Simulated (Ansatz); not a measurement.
**GaSe (beta-GaS type, space group P6_3/mmc), energy against volume**

GaSe (beta-GaS type, space group P6_3/mmc)

```xyz
8
Lattice="3.7694 0.0000 0.0000 -1.8847 3.2644 0.0000 0.0000 0.0000 15.9642" Properties=species:S:1:pos:R:3 pbc="T T T"
Ga     0.0000     2.1763     2.7693
Ga     1.8847     1.0881    10.7513
Ga     1.8847     1.0881    13.1949
Ga     0.0000     2.1763     5.2128
Se     0.0000     2.1763     9.5730
Se     1.8847     1.0881     1.5909
Se     1.8847     1.0881     6.3912
Se     0.0000     2.1763    14.3733
```

Equation-of-state scan: isotropic scaling of the cell above, V₀ being its volume. The atoms relax within the cell's symmetry.

All values below come from PBE-D3(BJ) (plane waves to 420 eV, PAW, scalar-relativistic; Ansatz, a program for electronic structure). k mesh 10×10×2 (Γ-centred), Fermi-Dirac smearing 0.05 eV. E stands for the smeared free energy. Compression counts positive. With the shape held, the modulus is that of even scaling; a crystal free to change shape is softer. GaSe was relaxed with its symmetry unable to fall. The PAW data are Ansatz's earlier set. ΔE is measured from the relaxed starting cell.

```tsv
V/V₀	ΔE (kJ/mol of atoms)	P (GPa)
0.900	3.15	4.76
0.925	1.67	3.30
0.950	0.70	2.02
0.975	0.17	0.93
1.000	0.00	0.00
1.025	0.15	-0.79
1.050	0.57	-1.47
1.075	1.23	-2.05
1.100	2.08	-2.55
```

What the scan shows:

The pressure at the smallest volume is 4.76 GPa and the energy cost of the largest compression is 32.7 meV/atom. The energy cost of the largest expansion comes out as 21.5 meV/atom. The bulk modulus at fixed cell shape B₀ (third-order Birch-Murnaghan fit) comes out as 34.3 GPa and the pressure derivative B₀′ (fit) comes out as 5.3. The equilibrium volume of the fit comes out as 24.55 Å³/atom and the pressure for 5 % compression (fit) comes out as 2.0 GPa.

The 9 points together took roughly 12 core-minutes.

(A scan under strain: stresses follow from slopes of the energy per volume, elastic moduli from its curvatures.)
